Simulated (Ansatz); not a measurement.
Cd (Fm-3m), two-dimensional strain map

These are results of Ansatz 0.2.0, DFT r2SCAN, scalar-relativistic, plane waves, PAW, not measurements. Cutoff 500 eV, Γ-centred 18×18×18 k-points, Gaussian smearing of 0.15 eV. No spin polarisation. Energies are free energies at this smearing, counted from the undisturbed cell; pressure is positive in compression.

The starting cell (as given, not relaxed at this level; it stands at -0.3 GPa; this fcc form isn't the usual structure):

```yaml
crystal:
  lattice:
    - [0.00000, 2.21815, 2.21815]
    - [2.21815, 0.00000, 2.21815]
    - [2.21815, 2.21815, 0.00000]
  atoms:
    - { symbol: Cd, position: [0.00000, 0.00000, 0.00000] }
```

The cell is strained by p along both x and y and by q along z, fractional coordinates fixed. Points are written (p, q).

Energy above the undisturbed cell in meV/atom (a dash: not computed):

```
 p \ q  -0.050  0.000  0.050
-0.050    95.3   45.3   31.5
 0.000    11.9    0.0   13.6
 0.050    20.5   35.8      –
```

Pressure in GPa:

```
 p \ q  -0.050  0.000  0.050
-0.050    12.0    6.9    3.3
 0.000     2.9   -0.3   -2.4
 0.050    -2.1   -4.0      –
```